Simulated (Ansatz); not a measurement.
## Is this Y2Os structure stable?

The cell was found from a structure generator's guess, not taken from experiment.

Theory: DFT PBE, scalar-relativistic, plane waves, PAW in Ansatz 0.2.0. Settings of the last relaxation (3-atom cell): 420 eV, 12×12×12 k points, Gaussian smearing of 0.10 eV, no spin polarisation.

```xyz
3
Lattice="0.0000 3.3897 3.3897 3.3897 0.0000 3.3897 3.3897 3.3897 0.0000" Properties=species:S:1:pos:R:3 pbc="T T T"
Y     1.6948    1.6948    1.6948
Y     5.0845    5.0845    5.0845
Os    0.0000    0.0000    0.0000
```

The zero of energy is the elements' standard structures at the same level; no fitted shifts are applied.

Question: These tests were run: energy against the elements; phonons on a 2×2×2 q mesh. What do they show?

Answer:

```json
{"test": "energy against the elements", "result": "−0.16 eV/atom"}
{"test": "phonons on a 2×2×2 q mesh", "result": "no imaginary mode on the mesh"}
```

It fails none of these tests. Other phases of the system weren't compared here, so this isn't yet thermodynamic stability.

These runs have no spin–orbit coupling, which can matter for Os. The run for the phonons used a 12×12×12 k mesh and Fermi–Dirac smearing of 0.15 eV.
